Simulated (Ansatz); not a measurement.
Mg3Cd2S5 (I4/mmm) at 2 levels of theory

One geometry, relaxed with PBE; plane waves with PAW potentials in Ansatz, scalar-relativistic. No spin polarisation. Gaps are the least over mesh and band path; pressure is positive in compression.

```
Mg Cd S
1.0
    -1.89033    1.89033   13.39423
     1.89033   -1.89033   13.39423
     1.89033    1.89033  -13.39423
Mg Cd S
3 2 5
Direct
  0.59675 0.59675 0.00000
  0.40325 0.40325 0.00000
  0.00000 0.00000 0.00000
  0.19839 0.19839 0.00000
  0.80161 0.80161 0.00000
  0.69661 0.69661 0.00000
  0.30339 0.30339 0.00000
  0.90378 0.90378 0.00000
  0.50000 0.50000 0.00000
  0.09622 0.09622 0.00000
```

| level | cutoff (eV) | k mesh | gap (eV) | pressure (GPa) |
| --- | --- | --- | --- | --- |
| PBE | 420 | 10×10×10 | 1.02 | 0.0 |

**Question.** What comes out on the same cell with r2SCAN?

**Answer.**
```csv
level,cutoff (eV),k mesh,gap (eV),pressure (GPa)
r2SCAN,500,10×10×10,1.54,-1.4
```

It was reached by relaxing an invented guess, and it needn't be the stable form of this composition.
